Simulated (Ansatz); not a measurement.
Sn2PbSe3:
```
CELL_PARAMETERS angstrom
      4.20555     0.00000     0.00000
     -2.10278     3.64212     0.00000
      0.00000     0.00000    10.29308
ATOMIC_POSITIONS crystal
  Sn 0.33333 0.66667 0.66355
  Sn 0.66667 0.33333 0.33645
  Pb 0.00000 0.00000 0.00000
  Se 0.33333 0.66667 0.17372
  Se 0.66667 0.33333 0.82628
  Se 0.00000 0.00000 0.50000
```

Relaxed with LDA. Special points in fractions of this cell's reciprocal vectors: Γ (0.000, 0.000, 0.000); M (0.500, 0.000, 0.000); K (0.333, 0.333, 0.000); A (0.000, 0.000, 0.500); L (0.500, 0.000, 0.500); H (0.333, 0.333, 0.500).

**Question.** List the band energies nearest the Fermi level at these points for the program Ansatz at the LDA level (PAW).

**Answer.** In eV from the Fermi level; about four levels below and three above (degenerate sets whole), none deeper than 8.9 eV; points with the same levels are listed once.

| k | below | above |
|---|---|---|
| Γ | -2.11 -2.11 -0.82 -0.71 | 1.01 1.43 1.64 1.64 |
| M | -2.74 -2.72 -1.72 -1.38 | 1.46 1.52 2.30 |
| K | -2.99 -2.56 -1.95 -1.95 | 2.51 2.51 2.54 |
| A | -2.03 -2.03 -1.67 -1.66 -0.22 | 0.34 1.13 1.13 |
| L | -3.09 -2.04 -2.03 -0.21 | 0.37 1.14 1.15 |
| H | -4.11 -4.11 -1.31 -0.79 -0.79 | 1.14 1.14 1.19 |

Space group P-3m1. The first step of the workflow began from a Materials Project structure, measured or hypothetical; the Crystallography Open Database copy checked does not list it. With Sn and Pb taken as one species the cell has the higher symmetry Fm-3m, so it may be an ordered model of a mixed-site phase. Its standing as an ambient phase is unchecked. The cell was relaxed with LDA under the symmetry of its start; of distortions, only those at the zone centre were tested. The Fermi level of a semimetal is unsure by some 0.05 eV on such meshes. Spin–orbit coupling is left out wherever it is not named.

Potentials: the later of the program's two PAW sets.
